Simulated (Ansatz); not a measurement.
KRh₂S₂: relaxation (Ansatz)

Run with:

```bash
ansatz run input.yaml --threads 2 --pin off --max-ram 2560MiB --backend cpu --events-out ev --progress --plain --runs-dir out
```

The input file (Ansatz 0.2.0, plane waves):

```yaml
crystal:
  lattice:
    - [0.0, 3.824516, 0.0]
    - [3.824516, 0.0, 0.0]
    - [1.912258, 1.912258, -6.471211]
  atoms:
    - { symbol: S, position: [0.36, 0.36, 0.28] }
    - { symbol: S, position: [0.64, 0.64, 0.72] }
    - { symbol: K, position: [0.0, 0.0, 0.0] }
    - { symbol: Rh, position: [0.75, 0.25, 0.5] }
    - { symbol: Rh, position: [0.25, 0.75, 0.5] }
  symmetry: { tolerance: 0.0003 }
kpoints:
  mp_grid: { grid: [7, 7, 7], shift: [0, 0, 0] }
magnetization:
  spin_polarized: false
scf:
  occupations: { method: fermi_dirac }
  lower_state_search: "off"
hamiltonian:
  pseudopotentials: { kind: paw }
  xc: r2scan
basis:
  ecutwfc: 500
  fft_grid_basis: typed
relax:
  max_steps: 60
  cell: { p_target: 0.0 }
output:
  forces: true
  stress: true
  eigenvalues: true
  bader: true
  populations: true
  elf: true
  write_potential: true
  volumetric_format: npy
  dos:
    e_range: [-12, 8]
    de: 0.05
    projected: { site_lists: { K: [K], Rh: [Rh], S: [S] } }
  write_density: true
checkpoint:
  read: saved_state
```

Origin of the cell: a known structure type with other elements, at an estimated volume, so it need not be a known compound.

The smearing width isn't typed, so it takes its default of 0.1 eV.

The saved state is a converged single point of the same cell.

Steps («new basis» is an SCF on plane waves selected anew at the same cell):

| step | ΔF (meV/atom) | max force component (eV/Å) | P (GPa) | volume (Å³) | SCF iterations | step was |
| --- | --- | --- | --- | --- | --- | --- |
| 1 | 0.0 | 0.507 | 1.31 | 94.65 | 6 | accepted |
| 2 | -11.5 | 0.125 | -0.58 | 98.63 | 7 | accepted |
| 3 | -12.1 | 0.038 | -0.12 | 98.25 | 5 | accepted |
| 4 | -12.4 | 0.006 | 0.09 | 97.96 | 6 | accepted |
| 5 | -12.5 | 0.002 | 0.05 | 98.05 | 6 | accepted |
| 6 | -12.5 | 0.001 | 0.00 | 98.17 | 6 | accepted |
| 7 | -12.6 | 0.001 | 0.01 | 98.17 | 7 | new basis |

Before:

Space group I4/mmm (No. 139); the run's cell has a = 3.825 Å, b = 3.825 Å, c = 7.014 Å, α = 74.18°, β = 74.18°, γ = 90.00°. Shortest distances: Rh–S 2.38 Å, Rh–Rh 2.70 Å, K–S 3.26 Å.

The relaxed structure.

Space group I4/mmm (No. 139); the run's cell has a = 3.926 Å, b = 3.926 Å, c = 6.948 Å, α = 73.59°, β = 73.59°, γ = 90.00°. Shortest distances: Rh–S 2.37 Å, Rh–Rh 2.78 Å, K–S 3.34 Å.

```yaml
crystal:
  lattice:
    - [0.00000, 3.92584, 0.00000]
    - [3.92584, 0.00000, 0.00000]
    - [1.96292, 1.96292, -6.36982]
  atoms:
    - { symbol: S, position: [0.35405, 0.35405, 0.29189] }
    - { symbol: S, position: [0.64595, 0.64595, 0.70811] }
    - { symbol: K, position: [0.00000, 0.00000, 0.00000] }
    - { symbol: Rh, position: [0.75000, 0.25000, 0.50000] }
    - { symbol: Rh, position: [0.25000, 0.75000, 0.50000] }
```

```yaml
Free_energy_lowered_by: 12.6 meV/atom
Volume_change: 3.72 %
Final_pressure: 0.01 GPa
Relaxation_steps_listed: 7
```

Caveats: no moments, though an odd count or open d shells may carry them; the relaxation held the start's symmetry, so the end may be a saddle point.

It ran for 160 s of wall time on 2 CPU thread(s) of a shared host, from a saved density.
